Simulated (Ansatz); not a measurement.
YAlGe (space group Cmcm)

Space group Cmcm (No. 63); a = 4.026 Å, b = 10.320 Å, c = 5.722 Å, α = β = γ = 90.00°

```csv
atom,site,symmetry,x,y,z
Y,4c,m2m,0.0000,0.6908,0.2500
Al,4a,2/m..,0.0000,0.0000,0.0000
Ge,4c,m2m,0.0000,0.3948,0.2500
```
(The calculation used a cell of 6 atoms; values per cell refer to that cell.)

This relaxed cell (volume V₀) is scaled evenly in all directions, its shape held. The atoms relax within the cell's symmetry.

Method: PBEsol (plane waves to 420 eV, PAW, scalar-relativistic; Ansatz, a first-principles code). k mesh 12×12×8 (Γ-centred), Fermi-Dirac smearing 0.05 eV. E stands for the smeared free energy. Stress and pressure are positive under compression. YAlGe is run without spin polarisation. YAlGe was relaxed with its symmetry unable to fall. The zero of ΔE is the relaxed starting cell.

Give the computed ΔE (kJ/mol of atoms) and P (GPa) at V/V₀ = 0.900, 0.925, 0.950, 0.975, 1.025, 1.050, 1.075, 1.100.


```json
[
 {"V/V₀": "0.900", "ΔE (kJ/mol of atoms)": "6.3", "P (GPa)": "11.6"},
 {"V/V₀": "0.925", "ΔE (kJ/mol of atoms)": "3.4", "P (GPa)": "8.1"},
 {"V/V₀": "0.950", "ΔE (kJ/mol of atoms)": "1.4", "P (GPa)": "5.0"},
 {"V/V₀": "0.975", "ΔE (kJ/mol of atoms)": "0.3", "P (GPa)": "2.3"},
 {"V/V₀": "1.025", "ΔE (kJ/mol of atoms)": "0.3", "P (GPa)": "-2.1"},
 {"V/V₀": "1.050", "ΔE (kJ/mol of atoms)": "1.2", "P (GPa)": "-3.8"},
 {"V/V₀": "1.075", "ΔE (kJ/mol of atoms)": "2.6", "P (GPa)": "-5.4"},
 {"V/V₀": "1.100", "ΔE (kJ/mol of atoms)": "4.4", "P (GPa)": "-6.8"}
]
```

(Under strain, the slope of the energy per volume gives the stress and its curvature an elastic modulus.)
